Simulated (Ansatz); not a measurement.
OsC in space group P-6m2 (No. 187; Os on 1a, C on 1f) under volume change, the program Ansatz at the PBEsol level (PAW), shape and atoms relaxed at each volume.

| V (Å³/atom) | E − E(relaxed) (meV/atom) | P (GPa) |
|---|---|---|
| 9.072 | 121.7 | 47.21 |
| 9.371 | 51.1 | 28.92 |
| 9.670 | 12.1 | 13.32 |
| 9.969 | 0.0 | 0.00 |
| 10.268 | 10.8 | -11.31 |
| 10.568 | 41.1 | -20.86 |
| 10.867 | 87.8 | -28.92 |

What does a third-order Birch–Murnaghan fit give for V₀, B₀ and B′?

V₀ = 9.97 Å³/atom, B₀ = 407 GPa, B′ = 4.4.

The cell is a constructed one: a structure type filled with these elements; neither database checked (COD, Materials Project) lists it. Whether it is the stable phase at ambient conditions was not checked. Symmetry was held in the PBEsol relaxation; its stability against distortions is not shown here. The run is not spin-polarised. Spin–orbit coupling is left out wherever it is not named.

Potentials: the earlier of the program's two PAW sets. The files were generated under PBE; for other functionals the program regenerates the frozen cores, and for LDA and PBEsol the local potential too.
